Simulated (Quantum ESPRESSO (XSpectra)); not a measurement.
Quantum ESPRESSO (XSpectra) run for X-ray absorption at the Ga K edge of Cd(GaSe2)2 (I-4). Geometry: Materials Project entry mp-3772 (a computed structure). The cell is the entry's, not relaxed again. The ground-state test found a gap, so occupations are fixed and the excited electron is left out (charged cell on a uniform background); energies count from the highest occupied level. pw.x input:

```
&CONTROL
  calculation = 'scf'
  prefix = 'x'
  pseudo_dir = './pseudo'
  outdir = './out'
/
&SYSTEM
  ibrav = 0
  nat = 28
  ntyp = 4
  ecutwfc = 82
  input_dft = 'PZ'
  tot_charge = 1
  occupations = 'fixed'
/
&ELECTRONS
  conv_thr = 2.8e-07
  mixing_beta = 0.4
/
ATOMIC_SPECIES
Gah 69.723 Ga.lda-tm-gipaw-star1s.UPF
Cd 112.414 Cd.upf
Ga 69.723 Ga.lda-tm-gipaw.UPF
Se 78.971 Se.lda-tm-gipaw.UPF
CELL_PARAMETERS angstrom
   5.802260000    5.802260000    0.000000000
  -5.802260000    5.802260000    0.000000000
   0.000000000    0.000000000   10.845740000
ATOMIC_POSITIONS crystal
Cd     0.000000000    0.000000000    0.000000000
Cd     0.000000000    0.500000000    0.500000000
Cd     0.500000000    0.500000000    0.000000000
Cd     0.500000000    0.000000000    0.500000000
Gah    0.250000000    0.750000000    0.250000000
Ga     0.250000000    0.250000000    0.750000000
Ga     0.750000000    0.250000000    0.250000000
Ga     0.750000000    0.750000000    0.750000000
Ga     0.000000000    0.000000000    0.500000000
Ga     0.000000000    0.500000000    1.000000000
Ga     0.500000000    0.500000000    0.500000000
Ga     0.500000000    0.000000000    1.000000000
Se     0.494835000    0.232345000    0.137940000
Se     0.494835000    0.732345000    0.637940000
Se     0.994835000    0.732345000    0.137940000
Se     0.994835000    0.232345000    0.637940000
Se     0.232345000    0.005165000    0.362060000
Se     0.232345000    0.505165000    0.862060000
Se     0.732345000    0.505165000    0.362060000
Se     0.732345000    0.005165000    0.862060000
Se     0.005165000    0.767655000    0.637940000
Se     0.005165000    0.267655000    0.137940000
Se     0.505165000    0.267655000    0.637940000
Se     0.505165000    0.767655000    0.137940000
Se     0.267655000    0.994835000    0.862060000
Se     0.267655000    0.494835000    0.362060000
Se     0.767655000    0.494835000    0.862060000
Se     0.767655000    0.994835000    0.362060000
K_POINTS automatic
2 2 1 0 0 0
```

xspectra.x input:

```
&input_xspectra
  calculation = 'xanes_dipole'
  edge = 'K'
  prefix = 'x'
  outdir = './out'
  xonly_plot = .false.
  xiabs = 1
  xcoordcrys = .false.
  xepsilon(1) = 1.0
  xepsilon(2) = 0.0
  xepsilon(3) = 0.0
  xniter = 1500
  xcheck_conv = 50
  xerror = 0.002
  x_save_file = 'x0.sav'
/
&plot
  xnepoint = 451
  xemin = -5.0
  xemax = 40.0
  xgamma = 1.5
  terminator = .true.
  cut_occ_states = .true.
/
&pseudos
  filecore = 'core.wfc'
/
&cut_occ
  cut_desmooth = 0.1
  cut_stepl = 0.01
  cut_ierror = 1e-6
/
2 2 2 1 1 1
```

End of the pw.x output:

```

   -97.1215 -97.1215 -97.1215 -97.1215 -58.2905 -58.2905 -58.2905 -58.2905
   -58.2666 -58.2666 -58.2666 -58.2666 -58.2598 -58.2598 -58.2598 -58.2598
    -9.1759  -8.5828  -8.5828  -8.4731  -8.2097  -8.2097  -8.1576  -8.0144
    -7.9357  -7.8132  -7.8132  -7.7350  -7.5958  -7.5677  -7.5677  -7.5305
    -3.7293  -3.4125  -3.4095  -3.4095  -3.3869  -3.3240  -3.3240  -3.3086
    -3.2826  -3.2796  -3.2730  -3.2730  -3.2553  -3.2536  -3.2536  -3.2527
    -3.2209  -3.2209  -3.2200  -3.2170  -3.0315  -1.6800  -1.6800  -1.6502
    -0.8930  -0.6633  -0.6633  -0.5580   0.3964   0.3964   0.5047   0.6448
     0.8380   0.8380   1.1084   1.1240   1.2025   1.3774   1.3774   1.4202
     1.4343   1.6103   1.6767   1.6767   1.8373   1.8783   1.8783   1.9480
     2.3572   2.3706   2.3706   2.6029   2.6735   2.8666   2.8666   2.8886
     2.9216   3.0960   3.0960   3.1651   3.5107   3.5814   3.5814   3.6112
     3.8672   3.8672   3.9180   4.0691

     highest occupied level (ev):     4.1083

!    total energy              =   -2272.62066160 Ry
     estimated scf accuracy    <       0.00000007 Ry

     The total energy is the sum of the following terms:
     one-electron contribution =   -1258.39688577 Ry
     hartree contribution      =     684.27709306 Ry
     xc contribution           =    -812.26077257 Ry
     ewald contribution        =    -886.24009631 Ry

     convergence has been achieved in  14 iterations

     XML data file, charge density, pseudopotentials, collected wavefunctions
```

xspectra.x output, shortened:

```
... Begin STEP 1 ...

        Radial transition matrix element(s) used in the calculation of the
        initial vector of the Lanczos basis (|tilde{phi}_abs> normalized)
        | For PAW proj. (l=1) #1: radial matrix element =   0.003666168
        | For PAW proj. (l=1) #2: radial matrix element =   0.004469253

NB: the     2 k-point are not all listed below because npool=  4
        |-------------------------------------------------------------
        ! k-point #     1:  ( 0.0000,  0.3536,  0.1891),  0.2500,   1
        |-------------------------------------------------------------
 okvan= F
        |   Norm of the initial Lanczos vector: 0.29714487E-02
        !   => CONVERGED at iter    450 with error=  0.00172320
        |-------------------------------------------------------------
        ! k-point #     2:  ( 0.0000,  0.3536,  0.5674),  0.2500,   1
        |-------------------------------------------------------------
 okvan= F
        |   Norm of the initial Lanczos vector: 0.29714487E-02
        !   => CONVERGED at iter    450 with error=  0.00189405

     Results of STEP 1 successfully written in x_save_file
     x_save_file name:
     ->  x0.sav
     x_save_file version:  2

     ... End STEP 1 ...

     ... Begin STEP 2 ...

     The spectrum is calculated using the following parameters:
        energy-zero of the spectrum [eV]:    4.1083
        the occupied states are elimintate from the spectrum

        ...
... Begin STEP 2 ...

     The spectrum is calculated using the following parameters:
        energy-zero of the spectrum [eV]:    4.1083
        the occupied states are elimintate from the spectrum
        xemin [eV]:  -5.00
        xemax [eV]:  40.00
        xnepoint:  451
        constant broadening parameter [eV]:    1.500
        Core level energy [eV]: -0.1037E+05
         (from electron binding energy of neutral atoms in X-ray data booklet)

     Cross-section successfully written in xanes.dat

     ... End STEP 2 ...

     xanes        :     90.69s CPU     91.22s WALL (       1 calls)

     -------------------------------------------------------------------------
                                END JOB XSpectra
     -------------------------------------------------------------------------
```

xanes.dat for the field along x, every fifth line (energy in eV, cross section):

```
   -5.000   7.4080e-05
   -4.500   8.1200e-05
   -4.000   8.9530e-05
   -3.500   9.9370e-05
   -3.000   1.1120e-04
   -2.500   1.2540e-04
   -2.000   1.4300e-04
   -1.500   1.6500e-04
   -1.000   1.9320e-04
   -0.500   2.3000e-04
    0.000   2.7920e-04
    0.500   3.4730e-04
    1.000   4.4250e-04
    1.500   5.7610e-04
    2.000   7.5640e-04
    2.500   9.7190e-04
    3.000   1.1740e-03
    3.500   1.3170e-03
    4.000   1.4070e-03
    4.500   1.4440e-03
    5.000   1.4210e-03
    5.500   1.3680e-03
    6.000   1.3080e-03
    6.500   1.2400e-03
    7.000   1.1690e-03
    7.500   1.1040e-03
    8.000   1.0400e-03
    8.500   9.8060e-04
    9.000   9.2690e-04
    9.500   8.8540e-04
   10.000   8.6450e-04
   10.500   8.5740e-04
   11.000   8.5110e-04
   11.500   8.4100e-04
   12.000   8.3330e-04
   12.500   8.3790e-04
   13.000   8.4620e-04
   13.500   8.4110e-04
   14.000   8.1840e-04
   14.500   7.8410e-04
   15.000   7.5340e-04
   15.500   7.3820e-04
   16.000   7.3410e-04
   16.500   7.2740e-04
   17.000   7.1350e-04
   17.500   6.9400e-04
   18.000   6.6850e-04
   18.500   6.4510e-04
   19.000   6.3360e-04
   19.500   6.3220e-04
   20.000   6.4120e-04
   20.500   6.6730e-04
   21.000   7.0280e-04
   21.500   7.3010e-04
   22.000   7.4160e-04
   22.500   7.3260e-04
   23.000   7.0240e-04
   23.500   6.6560e-04
   24.000   6.3530e-04
   24.500   6.1390e-04
   25.000   6.0350e-04
   25.500   6.0630e-04
   26.000   6.1490e-04
   26.500   6.1920e-04
   27.000   6.1960e-04
   27.500   6.2240e-04
   28.000   6.3160e-04
   28.500   6.4790e-04
   29.000   6.6670e-04
   29.500   6.7780e-04
   30.000   6.7430e-04
   30.500   6.6120e-04
   31.000   6.4900e-04
   31.500   6.4240e-04
   32.000   6.3530e-04
   32.500   6.2190e-04
   33.000   6.0330e-04
   33.500   5.8020e-04
   34.000   5.5600e-04
   34.500   5.3910e-04
   35.000   5.3080e-04
   35.500   5.2510e-04
   36.000   5.2380e-04
   36.500   5.3440e-04
   37.000   5.5320e-04
   37.500   5.6640e-04
   38.000   5.6960e-04
   38.500   5.6820e-04
   39.000   5.6240e-04
   39.500   5.5110e-04
   40.000   5.4100e-04
```
